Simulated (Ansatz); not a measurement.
InPt₃:
```xyz
4
Lattice="3.9928 0.0000 0.0000 0.0000 3.9928 0.0000 0.0000 0.0000 3.9928" Properties=species:S:1:pos:R:3 pbc="T T T"
In     0.0000     0.0000     0.0000
Pt     0.0000     1.9964     1.9964
Pt     1.9964     0.0000     1.9964
Pt     1.9964     1.9964     0.0000
```

Relaxed with PBEsol. Special points in fractions of this cell's reciprocal vectors: Γ (0.000, 0.000, 0.000); X (0.000, 0.500, 0.000); M (0.500, 0.500, 0.000); R (0.500, 0.500, 0.500).

### Question
List the band energies nearest the Fermi level at these points for PBEsol with spin–orbit coupling in the plane-wave PAW code Ansatz.

### Answer
In eV from the Fermi level; about four levels below and three above (degenerate sets whole), none deeper than 8.9 eV; points with the same levels are listed once.

```
k                                below                above
-  -----------------------------------  -------------------
Γ              -0.81 -0.81 -0.81 -0.81  0.06 0.06 0.06 0.06
X              -1.83 -1.83 -0.62 -0.62  0.47 0.47 4.01 4.01
M  -1.49 -1.49 -1.48 -1.48 -0.42 -0.42  1.47 1.47 1.57 1.57
R              -0.57 -0.57 -0.34 -0.34  0.28 0.28 0.28 0.28
```

Space group Pm-3m (Cu3Au type). The workflow started from a Materials Project entry (that database holds measured and hypothetical structures alike); the Crystallography Open Database files this formula in space group No. 221, but the cells were not matched. Whether it is the stable phase at ambient conditions was not checked. The PBEsol relaxation kept the symmetry of its start; of distortions, only those at the zone centre were tested. The run is not spin-polarised.

Potentials: the later of the program's two PAW sets.
